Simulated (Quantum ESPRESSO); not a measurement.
```cif
data_C2Na4O6
_chemical_formula_sum 'C2 O6 Na4'
_space_group_name_H-M_alt 'P 1'
_space_group_IT_number 1
_cell_length_a 5.12070
_cell_length_b 5.12070
_cell_length_c 5.92174
_cell_angle_alpha 101.295
_cell_angle_beta 101.295
_cell_angle_gamma 61.866
loop_
_space_group_symop_operation_xyz
  'x, y, z'
loop_
_atom_site_label
_atom_site_type_symbol
_atom_site_fract_x
_atom_site_fract_y
_atom_site_fract_z
_atom_site_occupancy
C1 C 0.33597 0.33597 0.75072 1
C2 C 0.66403 0.66403 0.24928 1
O1 O 0.21181 0.21181 0.83263 1
O2 O 0.78819 0.78819 0.16737 1
O3 O 0.38969 0.81339 0.29179 1
O4 O 0.61031 0.18661 0.70821 1
O5 O 0.18661 0.61031 0.70821 1
O6 O 0.81339 0.38969 0.29179 1
Na1 Na 0.66907 0.66907 0.74079 1
Na2 Na 0.33093 0.33093 0.25921 1
Na3 Na 0.00000 0.00000 0.00000 1
Na4 Na 0.00000 0.00000 0.50000 1
```

The geometry is that of Materials Project entry mp-3070, symmetrised and not relaxed again.

### Question
What does norm-conserving LDA (Quantum ESPRESSO, 88 Ry, scalar-relativistic) give for the electronic structure near the Fermi level?

### Answer
The LDA gap is indirect, 3.96 eV, from Z to Γ; the smallest direct gap is 4.01 eV.
